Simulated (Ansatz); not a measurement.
How far is PAW off for ZrHg?

```yaml
crystal:
  lattice:
    - [3.14700, 0.00000, 0.00000]
    - [0.00000, 3.14700, 0.00000]
    - [0.00000, 0.00000, 4.17000]
  atoms:
    - { symbol: Zr, position: [0.50000, 0.50000, 0.50000] }
    - { symbol: Hg, position: [0.00000, 0.00000, 0.00000] }
```

Atoms are numbered in the order listed.

The cell is COD entry 1522699, as deposited and not checked against the literature; nothing was relaxed.

Spin–orbit coupling is left out, though it moves levels of the heavy atoms by tenths of an eV or more.

All numbers are computed: DFT, PBEsol, PAW with Ansatz's default frozen-core files, scalar-relativistic (Ansatz 0.2.0); DFT, PBEsol, all-electron LAPW, scalar-relativistic (Ansatz 0.2.0).

For PAW: a Γ-centred 13×13×10 k mesh, Fermi–Dirac smearing of 0.03 eV, cutoff 420 eV, no spin polarisation; the PAW files were made with PBE, and the program remakes their frozen cores for this functional. LAPW targets a basis error of 0.5 meV/atom. The Ansatz runs share mesh, smearing and spin set-up. Plane-wave (PAW) pressures include the program's estimate of the Pulay term.

Stress and pressure are positive in compression.

Levels count from the Fermi level.

PAW results:

```tsv
quantity	PAW
pressure (GPa)	-0.64
stress xx (GPa)	-1.13
stress zz (GPa)	0.33
highest filled level at X (eV)	-0.608
lowest empty level at X (eV)	1.687
highest filled level at A (eV)	-0.033
lowest empty level at A (eV)	2.856
highest filled level at M (eV)	-2.951
lowest empty level at M (eV)	0.487
```

(1) What does all-electron LAPW give for the same quantities?

Answers

(1) 
| quantity | LAPW |
| --- | --- |
| pressure (GPa) | -0.63 |
| stress xx (GPa) | -1.11 |
| stress zz (GPa) | 0.34 |
| highest filled level at X (eV) | -0.608 |
| lowest empty level at X (eV) | 1.687 |
| highest filled level at A (eV) | -0.034 |
| lowest empty level at A (eV) | 2.857 |
| highest filled level at M (eV) | -2.951 |
| lowest empty level at M (eV) | 0.487 |
